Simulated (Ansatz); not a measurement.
La$_{3}$In:
```xyz
4
Lattice="5.0757 0.0000 0.0000 0.0000 5.0757 0.0000 0.0000 0.0000 5.0757" Properties=species:S:1:pos:R:3 pbc="T T T"
La     2.5378     2.5378     0.0000
La     0.0000     2.5378     2.5378
La     2.5378     0.0000     2.5378
In     0.0000     0.0000     0.0000
```

Relaxed with r²SCAN. Special points in fractions of this cell's reciprocal vectors: Γ (0.000, 0.000, 0.000); X (0.000, 0.500, 0.000); M (0.500, 0.500, 0.000); R (0.500, 0.500, 0.500).

List the band energies nearest the Fermi level at these points for r²SCAN in the plane-wave PAW code Ansatz.

In eV from the Fermi level; about four levels below and three above (degenerate sets whole), none deeper than 8.9 eV; points with the same levels are listed once.

```csv
k,below,above
Γ,-0.91 -0.91 -0.91 -0.86 -0.86,0.81 0.81 0.81
X,-1.42 -0.87 -0.87 -0.57,0.66 1.11 1.25
M,-4.87 -1.58 -1.47 -1.47,0.00 0.00 0.15
R,-5.66 -1.11 -1.11 -1.11,0.16 0.16 0.16
```

Space group Pm-3m (Cu3Au type). The workflow started from a Materials Project entry (that database holds measured and hypothetical structures alike); the Crystallography Open Database files this formula in space group No. 221, but the cells were not matched. Its standing as an ambient phase is unchecked. The r²SCAN relaxation kept the symmetry of its start; whether a distortion lowers the energy is not shown. Scalar-relativistic: spin–orbit coupling is off unless named, which matters more the heavier the elements.

Potentials: the later of the program's two PAW sets.
